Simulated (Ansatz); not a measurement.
Values for one crystal, relaxed and computed with LDA (plane waves, PAW; program Ansatz); other levels are named.

```yaml
volume_per_atom: 18.59 Å³
band_gap: 2.19 eV (direct)
zone_centre_stability: no imaginary mode at Γ
Formation energy from the elements (no fitted shifts): -841 meV/atom
mechanical_stability: stable (all eigenvalues of C positive)
Young's modulus: 96.3 GPa
Electronic dielectric constant ε∞ (DFPT): 6.07 (xx = yy), 6.23 (zz)
```

Task: Pick the material that matches.
(A) ZnS, wurtzite
(B) BeSe, zinc blende
(C) SiC, zinc blende
(D) GaP, zinc blende

Result: A, ZnS, wurtzite

Space group P6_3mc (wurtzite). Symmetry was held in the LDA relaxation. The references are the lowest solids computed at this level, not always the standard phases.

Potentials: the later of the program's two PAW sets.
